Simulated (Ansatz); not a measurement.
The following input was run with Ansatz 0.2.0.

```yaml
crystal:
  lattice:
    - [15.0, 0.0, 0.0]
    - [0.0, 15.5, 0.0]
    - [0.0, 0.0, 16.0]
  atoms:
    - { symbol: Si, position: [0.5014835211, 0.4989027168, 0.4679021659], spin: 1.0 }
    - { symbol: Cl, position: [0.6263117606, 0.5008087349, 0.5095067881] }
    - { symbol: Cl, position: [0.4374318139, 0.6063411837, 0.5127825104] }
    - { symbol: Cl, position: [0.4347729044, 0.3939473646, 0.5098085356] }
  symmetry: { detect: false }
basis:
  ecutwfc: 420
kpoints:
  mp_grid: { grid: [1, 1, 1] }
hamiltonian:
  xc: pbe
  dispersion: d3bj
scf:
  occupations: { method: gaussian, width: 0.005 }
output:
  forces: true
  eigenvalues: true
  populations: true
magnetization:
  spin_polarized: true
relax:
  adjacent_minimum: "off"
  f_tol: 0.01
  max_steps: 80
```

It can be run as
```bash
ansatz run input.yaml --threads 1 --pin off --backend cpu --events-out ev --progress --plain --runs-dir out  # memory cap (--max-ram) not shown
```

These are results of DFT PBE+D3(BJ), scalar-relativistic, plane waves, PAW (Ansatz), not measurements.

From the run's log, abridged:

```
Pseudopotentials: kind: paw
Pseudopotential: Si, paw, valence charge 4, recommended cutoff 420 eV (normal)
Pseudopotential: Cl, paw, valence charge 7, recommended cutoff 420 eV (normal)
Functional definition: PBE
Crystal: 4 atoms, lattice volume = 3720.000 Å³
Basis set: ecut = 420 eV, 72689 PW (Γ), exchange–correlation on 216×216×216 points (8 copies of the dense FFT grid, shifted against one another)
Bands: 17, of which v1, the nominal top of the filled ones, is band 13 counted from 1 (12 counted from 0)
Symmetry: 1 space group operations
k-points: 1
Initial density: superposition of atomic densities (neutral atoms: chi_scale 0, normalization atom)
Starting moments: Σ|m| = 1 μB on 1 of 4 sites
Initial wavefunctions: pseudopotential atomic-orbital guess
Functional: x = pbe(κ = 0.804, μ = 0.21951497), c = pbe(β = 0.06672455)
SCF iter   1: F=—  HF=-3877.698167 eV  |F-HF|=—  |Δ(HF+E_count)|=         —  Δρ=3.28e-3 (↑3.28e-3 ↓3.22e-3) dr2=1.35e0  dr2_m=9.24e-2  M=1.000 μB ∫|m|=1.042 μB  β_m=0.30  ethr=3.10e-3  ⟨swp⟩=12.0  Hψ=299  notcnv=0
spin=Collinear: Resta preconditioning applied to the charge; magnetization (m = ρ↑ − ρ↓) channel mixes plain (no charge-response kernel on spin).
SCF iter   2: F=—  HF=-3877.471828 eV  |F-HF|=—  |Δ(HF+E_count)|=   2.26e-1  Δρ=2.03e-3 (↑2.01e-3 ↓2.03e-3) dr2=3.07e-1  dr2_m=5.32e-2  M=1.000 μB ∫|m|=1.040 μB  β_m=0.30  ethr=3.10e-3  ⟨swp⟩=2.5  Hψ=76  notcnv=0
SCF iter   3: F=—  HF=-3877.471386 eV  |F-HF|=—  |Δ(HF+E_count)|=   4.41e-4  Δρ=1.20e-3 (↑1.19e-3 ↓1.20e-3) dr2=3.80e-2  dr2_m=3.09e-2  M=1.000 μB ∫|m|=1.038 μB  β_m=0.30  ethr=1.23e-3  ⟨swp⟩=4.5  Hψ=68  notcnv=0  defer=1
SCF iter   4: F=—  HF=-3877.507700 eV  |F-HF|=—  |Δ(HF+E_count)|=   3.63e-2  Δρ=7.98e-4 (↑7.82e-4 ↓7.98e-4) dr2=7.95e-3  dr2_m=1.76e-2  M=1.000 μB ∫|m|=1.037 μB  β_m=0.30  ethr=1.52e-4  ⟨swp⟩=4.0  Hψ=74  notcnv=0  defer=1
SCF iter   5: F=—  HF=-3877.528239 eV  |F-HF|=—  |Δ(HF+E_count)|=   2.05e-2  Δρ=5.55e-4 (↑5.55e-4 ↓5.38e-4) dr2=2.22e-4  dr2_m=1.01e-2  M=1.000 μB ∫|m|=1.037 μB  β_m=0.30  ethr=3.18e-5  ⟨swp⟩=3.5  Hψ=69  notcnv=0  defer=1
SCF iter   6: F=—  HF=-3877.541306 eV  |F-HF|=—  |Δ(HF+E_count)|=   1.31e-2  Δρ=4.21e-4 (↑4.21e-4 ↓4.06e-4) dr2=5.92e-5  dr2_m=5.80e-3  M=1.000 μB ∫|m|=1.038 μB  β_m=0.30  ethr=8.88e-7  ⟨swp⟩=4.0  Hψ=102  notcnv=0  defer=1
SCF iter   7: F=—  HF=-3877.548674 eV  |F-HF|=—  |Δ(HF+E_count)|=   7.37e-3  Δρ=3.16e-4 (↑3.16e-4 ↓3.09e-4) dr2=1.20e-5  dr2_m=3.33e-3  M=1.000 μB ∫|m|=1.039 μB  β_m=0.30  ethr=2.37e-7  ⟨swp⟩=4.0  Hψ=100  notcnv=0  defer=1
Mixer restart at iter 7: flushing history
spin-set hold released at iteration 7 (site moments contracting): the magnetisation degrees of freedom join the quasi-Newton model from the next iteration; the mixer history was flushed
SCF iter   8: F=—  HF=-3877.553038 eV  |F-HF|=—  |Δ(HF+E_count)|=   4.36e-3  Δρ=2.41e-4 (↑2.41e-4 ↓2.33e-4) dr2=1.20e-5  dr2_m=1.91e-3  M=1.000 μB ∫|m|=1.040 μB  β_m=0.65  ethr=4.82e-8  ⟨swp⟩=4.0  Hψ=104  notcnv=0  defer=1
SCF iter   9: F=—  HF=-3877.558790 eV  |F-HF|=—  |Δ(HF+E_count)|=   5.75e-3  Δρ=1.75e-5 (↑1.06e-5 ↓1.75e-5) dr2=1.87e-5  dr2_m=4.84e-6  M=1.000 μB ∫|m|=1.047 μB  β_m=0.63  ethr=4.78e-8  ⟨swp⟩=5.0  Hψ=132  notcnv=0  defer=1
SCF iter  10: F=—  HF=-3877.558795 eV  |F-HF|=—  |Δ(HF+E_count)|=   4.82e-6  Δρ=9.14e-6 (↑9.14e-6 ↓6.73e-6) dr2=4.37e-6  dr2_m=1.72e-6  M=1.000 μB ∫|m|=1.047 μB  β_m=0.63  ethr=4.78e-8  ⟨swp⟩=3.5  Hψ=70  notcnv=0  defer=1
SCF iter  11: F=—  HF=-3877.558797 eV  |F-HF|=—  |Δ(HF+E_count)|=   2.23e-6  Δρ=3.60e-6 (↑3.60e-6 ↓3.57e-6) dr2=2.89e-7  dr2_m=3.95e-7  M=1.000 μB ∫|m|=1.047 μB  β_m=0.77  ethr=1.00e-8  ⟨swp⟩=12.5  Hψ=174  notcnv=0
SCF iter  12: F=—  HF=-3877.558798 eV  |F-HF|=—  |Δ(HF+E_count)|=   8.12e-7  Δρ=1.55e-6 (↑1.55e-6 ↓1.43e-6) dr2=2.68e-7  dr2_m=4.65e-8  M=1.000 μB ∫|m|=1.047 μB  β_m=0.64  ethr=1.16e-9  ⟨swp⟩=6.5  Hψ=152  notcnv=0
SCF iter  13: F=-3877.558798 eV  HF=-3877.558798 eV  |F-HF|=4.87e-10  |Δ(HF+E_count)|=   9.40e-9  Δρ=3.12e-7 (↑3.12e-7 ↓2.84e-7) dr2=4.09e-9  dr2_m=2.57e-9  M=1.000 μB ∫|m|=1.047 μB  ethr=1.07e-9  ⟨swp⟩=5.5  Hψ=116  notcnv=0
SCF 1 converged in 13 iterations: F = -3877.558798 eV  dr2 = 4.09e-9
relax step   1: F+E_penalty+E_count = -3877.55879766 eV  Δ(F+E_penalty+E_count) = +0.000e0 eV  max|allowed force component| = 1.331e0 eV/Å  Δτ_max = 0.0000 Å  (13 SCF iters, dr2 threshold 2.50e-6 eV, accepted)
Initial density: handed on by an earlier stage of this run
Starting moments: Σ|m| = 1 μB on 1 of 4 sites; this step starts from the density that it was given
Initial wavefunctions: those handed on with the density
SCF iter   1: F=—  HF=-3877.636021 eV  |F-HF|=—  |Δ(HF+E_count)|=         —  Δρ=4.85e-4 (↑4.56e-4 ↓4.85e-4) dr2=5.07e-2  dr2_m=7.68e-4  M=1.000 μB ∫|m|=1.048 μB  β_m=0.30  ethr=2.06e-4  ⟨swp⟩=2.5  Hψ=165  notcnv=0  defer=1
spin=Collinear: Resta preconditioning applied to the charge; magnetization (m = ρ↑ − ρ↓) channel mixes plain (no charge-response kernel on spin).
SCF iter   2: F=—  HF=-3877.622845 eV  |F-HF|=—  |Δ(HF+E_count)|=   1.32e-2  Δρ=2.69e-4 (↑2.37e-4 ↓2.69e-4) dr2=5.32e-3  dr2_m=4.58e-4  M=1.000 μB ∫|m|=1.049 μB  β_m=0.35  ethr=2.03e-4  ⟨swp⟩=3.5  Hψ=65  notcnv=0  defer=1
SCF iter   3: F=—  HF=-3877.622156 eV  |F-HF|=—  |Δ(HF+E_count)|=   6.90e-4  Δρ=1.50e-4 (↑1.39e-4 ↓1.50e-4) dr2=1.14e-3  dr2_m=2.16e-4  M=1.000 μB ∫|m|=1.049 μB  β_m=0.52  ethr=2.13e-5  ⟨swp⟩=4.0  Hψ=69  notcnv=0  defer=1
SCF iter   4: F=—  HF=-3877.622496 eV  |F-HF|=—  |Δ(HF+E_count)|=   3.41e-4  Δρ=3.65e-5 (↑3.65e-5 ↓2.92e-5) dr2=4.64e-5  dr2_m=2.25e-5  M=1.000 μB ∫|m|=1.051 μB  β_m=0.56  ethr=4.55e-6  ⟨swp⟩=3.5  Hψ=70  notcnv=0  defer=1
SCF iter   5: F=-3877.622546 eV  HF=-3877.622543 eV  |F-HF|=3.44e-6  |Δ(HF+E_count)|=   4.64e-5  Δρ=1.59e-5 (↑1.59e-5 ↓1.08e-5) dr2=9.43e-6  dr2_m=4.67e-6  M=1.000 μB ∫|m|=1.051 μB  β_m=0.59  ethr=1.86e-7  ⟨swp⟩=12.0  Hψ=193  notcnv=0
SCF iter   6: F=-3877.622551 eV  HF=-3877.622551 eV  |F-HF|=1.97e-7  |Δ(HF+E_count)|=   8.38e-6  Δρ=4.14e-6 (↑4.14e-6 ↓3.43e-6) dr2=6.39e-7  dr2_m=3.41e-7  M=1.000 μB ∫|m|=1.051 μB  ethr=3.77e-8  ⟨swp⟩=6.5  Hψ=170  notcnv=0
SCF 2 converged in 6 iterations: F = -3877.622551 eV  dr2 = 6.39e-7
relax step   2: F+E_penalty+E_count = -3877.62255121 eV  Δ(F+E_penalty+E_count) = -6.375e-2 eV  max|allowed force component| = 1.543e-1 eV/Å  Δτ_max = 0.0602 Å  (6 SCF iters, dr2 threshold 1.00e-4 eV, accepted)
SCF iter   1: F=—  HF=-3877.623492 eV  |F-HF|=—  |Δ(HF+E_count)|=         —  Δρ=2.54e-4 (↑2.54e-4 ↓1.91e-4) dr2=6.61e-3  dr2_m=5.27e-4  M=1.000 μB ∫|m|=1.051 μB  β_m=0.30  ethr=5.02e-4  ⟨swp⟩=4.0  Hψ=126  notcnv=0  defer=1
spin=Collinear: Resta preconditioning applied to the charge; magnetization (m = ρ↑ − ρ↓) channel mixes plain (no charge-response kernel on spin).
SCF iter   2: F=—  HF=-3877.622403 eV  |F-HF|=—  |Δ(HF+E_count)|=   1.09e-3  Δρ=1.71e-4 (↑1.71e-4 ↓1.38e-4) dr2=2.08e-3  dr2_m=3.05e-4  M=1.000 μB ∫|m|=1.051 μB  β_m=0.49  ethr=2.64e-5  ⟨swp⟩=3.5  Hψ=67  notcnv=0  defer=1
SCF iter   3: F=—  HF=-3877.622557 eV  |F-HF|=—  |Δ(HF+E_count)|=   1.54e-4  Δρ=5.32e-5 (↑5.32e-5 ↓4.45e-5) dr2=1.14e-4  dr2_m=4.58e-5  M=1.000 μB ∫|m|=1.051 μB  β_m=0.50  ethr=8.31e-6  ⟨swp⟩=3.5  Hψ=67  notcnv=0  defer=1
SCF iter   4: F=—  HF=-3877.622811 eV  |F-HF|=—  |Δ(HF+E_count)|=   2.54e-4  Δρ=2.36e-5 (↑2.36e-5 ↓2.00e-5) dr2=1.83e-5  dr2_m=1.10e-5  M=1.000 μB ∫|m|=1.051 μB  β_m=0.55  ethr=4.58e-7  ⟨swp⟩=3.0  Hψ=64  notcnv=0  defer=1
SCF iter   5: F=—  HF=-3877.622837 eV  |F-HF|=—  |Δ(HF+E_count)|=   2.56e-5  Δρ=8.13e-6 (↑8.13e-6 ↓6.30e-6) dr2=1.70e-6  dr2_m=1.46e-6  M=1.000 μB ∫|m|=1.051 μB  β_m=0.60  ethr=7.32e-8  ⟨swp⟩=2.0  Hψ=59  notcnv=0  defer=1
SCF iter   6: F=-3877.622841 eV  HF=-3877.622841 eV  |F-HF|=4.93e-9  |Δ(HF+E_count)|=   3.68e-6  Δρ=2.45e-6 (↑2.45e-6 ↓1.78e-6) dr2=2.86e-7  dr2_m=1.14e-7  M=1.000 μB ∫|m|=1.051 μB  β_m=0.59  ethr=5.95e-9  ⟨swp⟩=12.0  Hψ=198  notcnv=0
SCF iter   7: F=-3877.622841 eV  HF=-3877.622841 eV  |F-HF|=2.10e-8  |Δ(HF+E_count)|=   1.54e-7  Δρ=1.11e-6 (↑1.11e-6 ↓8.33e-7) dr2=3.87e-8  dr2_m=2.50e-8  M=1.000 μB ∫|m|=1.051 μB  β_m=0.64  ethr=1.14e-9  ⟨swp⟩=2.0  Hψ=119  notcnv=0
SCF iter   8: F=-3877.622841 eV  HF=-3877.622841 eV  |F-HF|=3.40e-9  |Δ(HF+E_count)|=   4.78e-8  Δρ=2.89e-7 (↑2.89e-7 ↓2.85e-7) dr2=1.65e-9  dr2_m=2.44e-9  M=1.000 μB ∫|m|=1.051 μB  ethr=1.55e-10  ⟨swp⟩=2.5  Hψ=113  notcnv=0
SCF 3 converged in 8 iterations: F = -3877.622841 eV  dr2 = 1.65e-9
relax step   3: F+E_penalty+E_count = -3877.62284089 eV  Δ(F+E_penalty+E_count) = -2.897e-4 eV  max|allowed force component| = 2.018e-1 eV/Å  Δτ_max = 0.0376 Å  (8 SCF iters, dr2 threshold 1.49e-6 eV, accepted)
SCF iter   1: F=—  HF=-3877.625307 eV  |F-HF|=—  |Δ(HF+E_count)|=         —  Δρ=1.26e-4 (↑1.26e-4 ↓8.93e-5) dr2=1.61e-3  dr2_m=1.36e-4  M=1.000 μB ∫|m|=1.052 μB  β_m=0.30  ethr=6.12e-5  ⟨swp⟩=4.0  Hψ=110  notcnv=0  defer=1
spin=Collinear: Resta preconditioning applied to the charge; magnetization (m = ρ↑ − ρ↓) channel mixes plain (no charge-response kernel on spin).
SCF iter   2: F=—  HF=-3877.625213 eV  |F-HF|=—  |Δ(HF+E_count)|=   9.42e-5  Δρ=8.60e-5 (↑8.60e-5 ↓6.77e-5) dr2=5.14e-4  dr2_m=7.88e-5  M=1.000 μB ∫|m|=1.052 μB  β_m=0.49  ethr=6.43e-6  ⟨swp⟩=3.0  Hψ=67  notcnv=0  defer=1
SCF iter   3: F=—  HF=-3877.625254 eV  |F-HF|=—  |Δ(HF+E_count)|=   4.12e-5  Δρ=2.72e-5 (↑2.72e-5 ↓2.25e-5) dr2=4.00e-5  dr2_m=1.18e-5  M=1.000 μB ∫|m|=1.051 μB  β_m=0.49  ethr=2.06e-6  ⟨swp⟩=3.5  Hψ=67  notcnv=0  defer=1
SCF iter   4: F=—  HF=-3877.625272 eV  |F-HF|=—  |Δ(HF+E_count)|=   1.81e-5  Δρ=1.27e-5 (↑1.27e-5 ↓1.05e-5) dr2=4.26e-6  dr2_m=3.22e-6  M=1.000 μB ∫|m|=1.051 μB  β_m=0.56  ethr=1.60e-7  ⟨swp⟩=2.0  Hψ=53  notcnv=0  defer=1
SCF iter   5: F=-3877.625280 eV  HF=-3877.625279 eV  |F-HF|=9.06e-7  |Δ(HF+E_count)|=   7.60e-6  Δρ=4.38e-6 (↑4.38e-6 ↓3.57e-6) dr2=3.78e-7  dr2_m=4.47e-7  M=1.000 μB ∫|m|=1.051 μB  β_m=0.62  ethr=1.02e-8  ⟨swp⟩=11.0  Hψ=178  notcnv=0
SCF iter   6: F=-3877.625281 eV  HF=-3877.625281 eV  |F-HF|=4.05e-8  |Δ(HF+E_count)|=   1.16e-6  Δρ=1.03e-6 (↑1.03e-6 ↓7.75e-7) dr2=1.70e-8  dr2_m=2.42e-8  M=1.000 μB ∫|m|=1.051 μB  β_m=0.68  ethr=1.51e-9  ⟨swp⟩=4.5  Hψ=160  notcnv=0
SCF iter   7: F=-3877.625281 eV  HF=-3877.625281 eV  |F-HF|=3.73e-11  |Δ(HF+E_count)|=   5.59e-8  Δρ=3.28e-7 (↑3.28e-7 ↓3.06e-7) dr2=6.17e-9  dr2_m=2.59e-9  M=1.000 μB ∫|m|=1.051 μB  ethr=6.80e-11  ⟨swp⟩=1.0  Hψ=100  notcnv=0
SCF 4 converged in 7 iterations: F = -3877.625281 eV  dr2 = 6.17e-9
relax step   4: F+E_penalty+E_count = -3877.62528064 eV  Δ(F+E_penalty+E_count) = -2.440e-3 eV  max|allowed force component| = 1.527e-2 eV/Å  Δτ_max = 0.0193 Å  (7 SCF iters, dr2 threshold 2.55e-6 eV, accepted)
SCF iter   1: F=—  HF=-3877.625298 eV  |F-HF|=—  |Δ(HF+E_count)|=         —  Δρ=6.89e-6 (↑6.89e-6 ↓6.31e-6) dr2=1.18e-5  dr2_m=2.39e-7  M=1.000 μB ∫|m|=1.051 μB  β_m=0.30  ethr=1.44e-7  ⟨swp⟩=3.0  Hψ=104  notcnv=0  defer=1
spin=Collinear: Resta preconditioning applied to the charge; magnetization (m = ρ↑ − ρ↓) channel mixes plain (no charge-response kernel on spin).
SCF iter   2: F=—  HF=-3877.625295 eV  |F-HF|=—  |Δ(HF+E_count)|=   3.17e-6  Δρ=3.61e-6 (↑3.47e-6 ↓3.61e-6) dr2=1.32e-6  dr2_m=1.38e-7  M=1.000 μB ∫|m|=1.051 μB  β_m=0.35  ethr=4.73e-8  ⟨swp⟩=2.5  Hψ=68  notcnv=0  defer=1
SCF iter   3: F=—  HF=-3877.625295 eV  |F-HF|=—  |Δ(HF+E_count)|=   1.46e-7  Δρ=2.11e-6 (↑1.85e-6 ↓2.11e-6) dr2=2.50e-7  dr2_m=5.75e-8  M=1.000 μB ∫|m|=1.051 μB  β_m=0.51  ethr=5.28e-9  ⟨swp⟩=2.5  Hψ=53  notcnv=0  defer=1
SCF iter   4: F=-3877.625295 eV  HF=-3877.625295 eV  |F-HF|=1.16e-8  |Δ(HF+E_count)|=   1.05e-7  Δρ=5.58e-7 (↑4.84e-7 ↓5.58e-7) dr2=1.22e-8  dr2_m=6.26e-9  M=1.000 μB ∫|m|=1.051 μB  β_m=0.54  ethr=4.00e-10  ⟨swp⟩=8.5  Hψ=166  notcnv=0
SCF iter   5: F=-3877.625295 eV  HF=-3877.625295 eV  |F-HF|=2.32e-9  |Δ(HF+E_count)|=   1.54e-8  Δρ=2.27e-7 (↑2.27e-7 ↓2.09e-7) dr2=1.71e-9  dr2_m=1.26e-9  M=1.000 μB ∫|m|=1.051 μB  β_m=0.59  ethr=4.87e-11  ⟨swp⟩=2.5  Hψ=127  notcnv=0
SCF iter   6: F=-3877.625295 eV  HF=-3877.625295 eV  |F-HF|=1.29e-10  |Δ(HF+E_count)|=   3.36e-9  Δρ=7.65e-8 (↑7.65e-8 ↓6.03e-8) dr2=1.89e-10  dr2_m=1.28e-10  M=1.000 μB ∫|m|=1.051 μB  ethr=6.85e-12  ⟨swp⟩=1.0  Hψ=100  notcnv=0
SCF 5 converged in 6 iterations: F = -3877.625295 eV  dr2 = 1.89e-10
relax step   5: F+E_penalty+E_count = -3877.62529487 eV  Δ(F+E_penalty+E_count) = -1.423e-5 eV  max|allowed force component| = 1.364e-3 eV/Å  Δτ_max = 0.0008 Å  (6 SCF iters, accepted)
SCF converged after 6 iterations
Magnetization: 1.0000 μB (13.0000 up, 12.0000 down)
Absolute magnetization: 1.0526 μB (∫|ρ↑−ρ↓|, with the PAW one-centre terms)
Spin contamination: 0.0021 ħ² per cell (⟨S²⟩ above its minimum at these occupations)
Per-site moments (μB) at R_I (Å): [(0.20190531, 0.85000389), (0.07139685, 0.85000389), (0.07136350, 0.85000960), (0.07137163, 0.85003242)]
Free energy (F): -3877.625295 eV
Harris-Foulkes:  -3877.625295 eV  (|F-HF|=1.29e-10)
Internal energy: -3877.625295 eV  (E = F + TS)
E sigma→0 (E₀):  -3877.625295 eV
Fermi energy:    -5.006923 eV
--- Per-component energies (eV) ---
  E_band       = -302.434992
  E_kinetic    = 522.000739
  E_local      = -3579.894286  (includes V_loc(G=0)·N_el)
  E_nonlocal   = 110.371368
  E_hartree    = 1523.673674
  E_xc         = -374.431433
  E_vxc        = -409.811312  (∫ρ·V_xc dr)
  E_paw        = -2490.003221  (= ΣΔE_a)
  E_vpaw       = 7.550940  (= ΣTr[D̂ρ^β])
  E_aug_tail   = 0.000278  (compensation charges beyond the density's cutoff)
  E_ewald      = 410.815342
  E_disp       = -0.157756  (pairwise vdW)
  E_smearing   =  0.000000  (= −TS)
--- Forces (eV/Å), atoms counted from 1 ---
  atom   1  Si    -0.00136253    -0.00054430    -0.00095771
  atom   2  Cl    -0.00007261    -0.00010507     0.00064293
  atom   3  Cl     0.00047775     0.00094810     0.00027451
  atom   4  Cl     0.00096457    -0.00029822     0.00002541
--- Band table (eV) ---
  k-point 0 ↑: bands = ["-21.6933", "-20.8807", "-20.8800", "-13.2873", "-10.5817", "-10.5810", "-9.4782", "-8.7188", "-8.7184", "-8.2216", "-8.2210", "-7.8541", "-5.7694", "-1.1811", "-0.8132", "-0.8122", "-0.3068"]
  k-point 0 ↓: bands = ["-21.5736", "-20.7679", "-20.7673", "-12.9935", "-10.4319", "-10.4312", "-9.2034", "-8.6395", "-8.6391", "-8.1471", "-8.1465", "-7.8084", "-4.2445", "-1.0583", "-0.3371", "-0.3370", "-0.1974"]
--- Relaxed structure (5 steps of the walk, 5 accepted, 0 SCFs on fresh bases) ---
  F+E_penalty+E_count = -3877.62529487 eV   max|allowed force component| = 1.364e-3 eV/Å
  atoms:
    - { symbol: Si, position: [0.49978019, 0.50038936, 0.46777745] }
    - { symbol: Cl, position: [0.62959360, 0.49934083, 0.50990262] }
    - { symbol: Cl, position: [0.43579993, 0.60864766, 0.51238800] }
    - { symbol: Cl, position: [0.43482627, 0.39162213, 0.50993191] }
--- Löwdin populations: 4 sites ---
  site symbol q [e]    m [muB]
     0     Si      3.1357     0.6826
     1     Cl      7.1928     0.0976
     2     Cl      7.1929     0.0975
     3     Cl      7.1929     0.0975
  spilling = 0.011427 (of n_electrons = 25.000000)
```

The relaxation met its thresholds.